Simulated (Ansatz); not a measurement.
PbTe in the rocksalt structure, relaxed with r2SCAN, was run in the PAW code Ansatz under altered settings. All numbers are computed, without spin polarisation but where a row says otherwise.

```
Pb Te
1.0
     0.00000    3.26784    3.26784
     3.26784    0.00000    3.26784
     3.26784    3.26784    0.00000
Pb Te
1 1
Direct
  0.00000 0.00000 0.00000
  0.50000 0.50000 0.50000
```

The base run's other keys:
```yaml
kpoints:
  mp_grid: { grid: [4, 4, 4] }
hamiltonian:
  xc: hse06
scf:
  occupations: { method: fixed }
  n_extra_bands: 4
```

It takes 12 iterations with 1363 plane waves at 420 eV and 8 k points, and leaves a mean stress of -0.33 GPa. The gap over this mesh is 1.202 eV. It ran on 4 threads of Arm Neoverse N1 (shared host).

Outcomes, with energy and stress as changes against the base:
```csv
setting,outcome,ΔF (meV/atom),Δ mean stress (GPa),gap on the mesh (eV),iterations,wall time
"PBE hybrid, exx coeff 0.15, unscreened",converged,–,+0.4,1.377,10,13 s
hamiltonian.xc: hf,converged,–,+5.5,5.491,22,19 s
"PBE hybrid, exx coeff 0.35, unscreened",converged,–,-0.3,2.212,14,14 s
scf.exx.ecutfock_ratio: 2,converged,0.0,0.0,1.202,12,14 s
"PBE hybrid, exx coeff -0.2, omega 0.1 1/Å",refused,–,–,–,–,0.04 s
scf.occupations: methfessel_paxton 0.05,converged,0.0,0.0,1.202,12,14 s
```
A dash marks a value that wasn't obtained or can't be compared. Stress is positive in compression. The base took 14 s.

- PBE hybrid, exx coeff 0.15, unscreened. That is 15 % exact exchange, at all ranges, against HSE06's 25 % screened at 0.208 1/Å. The mean stress moves by +0.4 GPa and the gap on the mesh by +0.176 eV (to 1.377). Totals of different functionals aren't comparable.
- hamiltonian.xc: hf. The mean stress moves by +5.5 GPa and the gap on the mesh by +4.290 eV (to 5.491). It's another functional on the same cell, so totals aren't comparable.
- PBE hybrid, exx coeff 0.35, unscreened. That is 35 % exact exchange, at all ranges, against HSE06's 25 % screened at 0.208 1/Å. The mean stress moves by -0.3 GPa and the gap on the mesh by +1.011 eV (to 2.212). Totals of different functionals aren't comparable.
- PBE hybrid, exx coeff -0.2, omega 0.1 1/Å. The input is refused before any iteration. Error: invalid value for `hamiltonian.xc.exx.coeff`: must be finite and in (0, 1]; got -0.2

Within 1 meV an atom, 0.1 GPa and 0.005 eV of the base stay: scf.exx.ecutfock_ratio: 2; scf.occupations: methfessel_paxton 0.05.

Spin-orbit coupling is left out; in compounds of Pb, Bi, Tl or Hg it can lower a gap by up to about 1 eV, split its edges or invert the bands.

The stress of a hybrid is loosely converged in these runs.

The meshes of the hybrids are coarse, so their gaps aren't converged to the digits shown.
